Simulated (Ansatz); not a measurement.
## Structure optimisation: tantalum, omega (AlB2-type)

Computed with Ansatz, DFT, LDA (PW92), plane waves (420 eV) with PAW, scalar-relativistic. The PAW files were generated under PBE, with cores re-solved for the functional.

k-point mesh 8×8×11, Fermi-Dirac smearing 0.1 eV, no spin polarisation. Cell and atoms relax.

Starting structure:

```
Ta
1.0
     4.67351    0.00000    0.00000
    -2.33676    4.04738    0.00000
     0.00000    0.00000    2.86486
Ta
3
Direct
  0.00000 0.00000 0.00000
  0.33333 0.66667 0.50000
  0.66667 0.33333 0.50000
```

**Question.** The pressure at the start is -5.5 GPa. By how much does the volume change?

**Answer.** From 18.06 to 17.53 Å³ per atom, -2.9 %. The final cell has a = 4.766 Å, c = 2.674 Å (c/a = 0.561).

**Question.** How much energy does the relaxation gain?

**Answer.** 99.2 meV per atom.

Path of the relaxation (the plane waves are chosen anew near the end, which can shift the energy a little):

| step | E − E(final) (meV/atom) | V (Å³/atom) | P (GPa) | max force (eV/Å) |
| --- | --- | --- | --- | --- |
| 0 | 99.20 | 18.063 | -5.50 | 0.000 |
| 1 | 14.04 | 17.394 | 1.45 | 0.000 |
| 2 | 0.05 | 17.559 | -0.31 | 0.000 |
| 3 | 0.01 | 17.533 | 0.00 | 0.000 |
| 4 | 0.00 | 17.533 | -0.01 | 0.000 |
